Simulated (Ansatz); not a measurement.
Relaxed-ion elastic tensor of InRh (CsCl type, space group No. 221) in GPa (Voigt order), plane-wave PAW LDA (Ansatz code); density 11.45 g/cm³, 15.79 Å³ per atom.

```
 185   192   192   0.0   0.0   0.0
 192   185   192   0.0   0.0   0.0
 192   192   185   0.0   0.0   0.0
 0.0   0.0   0.0  94.1   0.0   0.0
 0.0   0.0   0.0   0.0  94.1   0.0
 0.0   0.0   0.0   0.0   0.0  94.1
```

Question: Is the crystal mechanically stable?

Answer: No: the smallest eigenvalue of C is -6.9 GPa.

Space group Pm-3m (CsCl type). The first step of the workflow began from a Materials Project structure, measured or hypothetical; the Crystallography Open Database files this formula in space group No. 221, but the cells were not matched. Its standing as an ambient phase is unchecked. The LDA relaxation kept the symmetry of its start. At this level the phase is mechanically unstable. The run is not spin-polarised. As this level gives no gap, shear constants depend on the k-mesh and smearing (Fermi–Dirac, 0.1 eV here).

Potentials: the later of the program's two PAW sets.
